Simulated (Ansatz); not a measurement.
CsNaTiO$_{3}$:
```
CsNaTiO3
1.0
    2.94231    -5.45051     0.00000
    2.94231     5.45051     0.00000
    0.00000     0.00000     5.54252
Cs Na Ti O
2 2 2 6
Cartesian
  2.94231  -2.52855   4.15689
  2.94231   2.52855   1.38563
  2.94231  -0.80878   1.38563
  2.94231   0.80878   4.15689
  2.94231  -4.91771   1.38563
  2.94231   4.91771   4.15689
  2.94231  -3.17968   1.38563
  2.94231   3.17968   4.15689
  1.25799   0.00000   0.00000
  4.62664   0.00000   0.00000
  4.62664   0.00000   2.77126
  1.25799   0.00000   2.77126
```

Relaxed with LDA.

Q: Give the optical modes at the zone centre with their infrared activity from DFPT, the program Ansatz at the LDA level (PAW).

A: Transverse frequencies, without the LO–TO term; a row sums one degenerate level.

| ω (cm⁻¹) | degeneracy | IR ((D/Å)²/amu) | activity | symmetry |
|---|---|---|---|---|
| 31 | 1 | 0.00 | IR-inactive | B1g |
| 72 | 1 | 0.00 | IR-inactive | Ag |
| 82 | 1 | 0.00 | IR-inactive | B3g |
| 103 | 1 | 1.11 | IR | B3u |
| 104 | 1 | 2.32 | IR | B2u |
| 108 | 1 | 0.49 | IR | B1u |
| 153 | 1 | 0.00 | IR-inactive | B1g |
| 168 | 1 | 0.00 | IR-inactive | B2g |
| 179 | 1 | 2.41 | IR | B1u |
| 200 | 1 | 0.00 | IR-inactive | Ag |
| 205 | 1 | 0.00 | IR-inactive | B1g |
| 207 | 1 | 4.80 | IR | B2u |
| 217 | 1 | 2.31 | IR | B1u |
| 221 | 1 | 0.00 | IR-inactive | B1g |
| 223 | 1 | 0.00 | IR-inactive | B3g |
| 242 | 1 | 10.22 | IR | B3u |
| 269 | 1 | 0.00 | IR-inactive | Ag |
| 271 | 1 | 0.51 | IR | B3u |
| 273 | 1 | 0.00 | IR-inactive | B3g |
| 325 | 1 | 0.00 | IR-inactive | B1g |
| 334 | 1 | 11.45 | IR | B1u |
| 354 | 1 | 88.48 | IR | B1u |
| 391 | 1 | 2.13 | IR | B2u |
| 412 | 1 | 0.00 | IR-inactive | B2g |
| 415 | 1 | 0.00 | IR-inactive | Au |
| 435 | 1 | 0.00 | IR-inactive | B3g |
| 496 | 1 | 0.00 | IR-inactive | B1g |
| 556 | 1 | 27.58 | IR | B3u |
| 594 | 1 | 0.00 | IR-inactive | B3g |
| 628 | 1 | 0.00 | IR-inactive | Ag |
| 655 | 1 | 9.05 | IR | B2u |
| 784 | 1 | 31.24 | IR | B2u |
| 816 | 1 | 0.00 | IR-inactive | Ag |

Q: How high does the top mode go among those that the LO–TO term moves?

A: 648 cm⁻¹ for q along x, 856 cm⁻¹ for q along y, 646 cm⁻¹ for q along z.

Space group Cmcm. The workflow started from a Materials Project entry (that database holds measured and hypothetical structures alike); the Crystallography Open Database copy checked does not list it. Its standing as an ambient phase is unchecked. The LDA relaxation kept the symmetry of its start; of distortions, only those at the zone centre were tested. No spin polarisation was allowed. Spin–orbit coupling is left out wherever it is not named.

Potentials: the later of the program's two PAW sets.
